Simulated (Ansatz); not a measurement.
A geometry of TiAl away from equilibrium: the start of the relaxation of a randomly generated symmetric cell of TiAl (space group No. 141). The numbers are results of PBE (plane waves to 420 eV, PAW, scalar-relativistic; Ansatz, a quantum-chemistry and plane-wave program), not measurements. Γ-centred k-mesh 10×10×10 on the run's cell (coarser than for final values), Fermi–Dirac smearing 0.05 eV.

```xyz
8
Lattice="-2.2124 2.2124 6.9523 2.2124 -2.2124 6.9523 2.2124 2.2124 -6.9523" Properties=species:S:1:pos:R:3 pbc="T T T"
Al     0.0000     0.0000     3.1683
Al     0.0000     2.2124     6.6445
Al     0.0000     2.2124     0.3078
Al     0.0000     0.0000    10.7363
Ti     0.0000     0.0000     6.9523
Ti     2.2124     0.0000     3.4762
Ti     0.0000     2.2124     3.4762
Ti     0.0000     0.0000     0.0000
```

Q: Give the Cartesian forces on all atoms (eV/Å).

A: 
```json
[
 {"atom": "Al1", "Fx": "0.00", "Fy": "0.00", "Fz": "-1.73"},
 {"atom": "Al2", "Fx": "0.00", "Fy": "0.00", "Fz": "-1.73"},
 {"atom": "Al3", "Fx": "0.00", "Fy": "0.00", "Fz": "1.73"},
 {"atom": "Al4", "Fx": "0.00", "Fy": "0.00", "Fz": "1.73"},
 {"atom": "Ti5", "Fx": "0.00", "Fy": "0.00", "Fz": "0.00"},
 {"atom": "Ti6", "Fx": "0.00", "Fy": "0.00", "Fz": "0.00"},
 {"atom": "Ti7", "Fx": "0.00", "Fy": "0.00", "Fz": "0.00"},
 {"atom": "Ti8", "Fx": "0.00", "Fy": "0.00", "Fz": "0.00"}
]
```

Q: What is the pressure?

A: +40.5 GPa, compression positive.

Q: How far above the relaxed end point is this geometry?

A: 1.52 eV/atom; the path ends in Fm-3m (No. 225) (rock salt type).

No spin polarisation in the result.

The run could not lose the symmetry of its start, so the end can be a saddle point.

The end of the path is a generated cell of TiAl: the first start was made by a random draw of sites in a space group, and the end was not matched to a known phase here, so it may be hypothetical. Known forms of TiAl include space group No. 123.
